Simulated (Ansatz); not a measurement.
SiGeC$_{2}$ in space group P-4m2 (No. 115; Ge on 1c, Si on 1a, C on 2g) at seven volumes, DFT-PBEsol in the program Ansatz with PAW potentials, shape and atoms relaxed at each. One row is withheld.

| V (Å³/atom) | P (GPa) |
|---|---|
| 10.090 | 23.26 |
| 10.423 | 14.30 |
| 10.755 | ? |
| 11.088 | 0.00 |
| 11.421 | -5.67 |
| 11.753 | -10.53 |
| 12.086 | -14.69 |

Q: Fit the shown pressures and predict the withheld one.

A: Third-order Birch–Murnaghan: P = (3/2)B₀(x^(7/2) − x^(5/2))[1 + (3/4)(B′ − 4)(x − 1)] with x = (V₀/V)^(2/3). Least squares on the six rows gives V₀ = 11.088 Å³/atom, B₀ = 203.4 GPa, B′ = 4.08. At V = 10.755, x = 1.0205 and P = 6.60 GPa. The run itself gave 6.61 GPa.

The start of the workflow was typed in or built on a structure type; neither database checked (COD, Materials Project) lists it. Whether it is the stable phase at ambient conditions was not checked. The cell was relaxed with PBEsol under the symmetry of its start; its stability against distortions is not shown here.

Potentials: the later of the program's two PAW sets.
